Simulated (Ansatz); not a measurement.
# SrO: energy along a strain

SrO, Fm-3m, a = 5.160 Å. Ansatz: r2SCAN, PAW, 500 eV, Γ-centred 8×8×8 mesh on 2 atoms, Gaussian smearing 0.05 eV; no spin polarisation. Cell vectors (Å): 0.000 2.580 2.580; 2.580 0.000 2.580; 2.580 2.580 0.000. The cell is strained by x per cent times the pattern (0 0 0 0 0 1) in the order xx yy zz yz xz xy (engineering shears), with fractional coordinates held. y is the free energy over the start, V0 = 17.176 Å³/atom. Symmetry makes y even in x.

| x (%) | y (meV/atom) |
| --- | --- |
| -2.00 | 1.19 |
| -1.00 | 0.30 |
| 0.00 | 0.00 |
| 0.25 | 0.02 |
| 0.50 | 0.07 |
| 0.75 | ? |
| 1.25 | 0.46 |
| 1.50 | 0.67 |
| 1.75 | 0.91 |

Problem. Fit y = c2 x² + c4 x⁴ to the other rows, get the stiffness along the pattern, and predict the missing energy.

Solution. Least squares on the rows shown. y = 0.2962 x² + 0.0003354 x⁴. The clamped-ion stiffness p·C·p = 2 × 2.962 eV × 160.2 / 17.176 Å³ = 55 GPa, which is C66 in these axes (C44 of the cubic crystal). At x = 0.75 the fit asked for gives 0.17 meV/atom. The run gave 0.17 meV/atom, the same to the digits shown.